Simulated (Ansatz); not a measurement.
Ge (diamond, Fd-3m) at seven volumes, DFT-r²SCAN in the program Ansatz with PAW potentials, scaled uniformly. One row is withheld.

| V (Å³/atom) | P (GPa) |
|---|---|
| 20.772 | 8.45 |
| 21.457 | 5.14 |
| 22.141 | 2.35 |
| 22.826 | 0.00 |
| 23.511 | -1.97 |
| 24.196 | ? |
| 24.880 | -4.91 |

**Question.** Fit the shown pressures and predict the withheld one.

**Answer.** P = (3/2)B₀(x^(7/2) − x^(5/2))[1 + (3/4)(B′ − 4)(x − 1)] with x = (V₀/V)^(2/3). Least squares on the six rows gives V₀ = 22.828 Å³/atom, B₀ = 70.9 GPa, B′ = 4.99. At V = 24.196, x = 0.9619 and P = -3.57 GPa. The run itself gave -3.51 GPa.

The cell was relaxed with r²SCAN under the symmetry of its start; phonons on a q-mesh show no instability.

Potentials: the later of the program's two PAW sets.
